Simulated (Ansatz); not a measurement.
Problem. Each is relaxed and computed with PBE (plane waves, PAW; program Ansatz). Which is the only one with a gap?
A) TiAlMo2C2, P6_3/mmc (Mo on 4f, Ti on 2a, Al on 2b, C on 4f)
B) SrTiO3, cubic perovskite
C) TiSi2, Cmcm (Ti on 4c, Si on 4c, Si on 4c)
D) TiP, CsCl type

Solution. B, SrTiO3, cubic perovskite. SrTiO3: gap 1.85 eV (indirect); TiAlMo2C2: metal; TiP: metal; TiSi2: metal. Constructed cells (a structure type filled with these elements, in neither database checked): TiP, CsCl type. Typed or built starts, not in the databases checked: TiAlMo2C2, P6_3/mmc (Mo on 4f, Ti on 2a, Al on 2b, C on 4f). All cells were relaxed under the symmetry of their starts (and spin orders); stability against distortions was not tested throughout. Rows with no word on spin ran without spin polarisation. Spin–orbit coupling is left out wherever it is not named.

Potentials: the earlier of the program's two PAW sets.
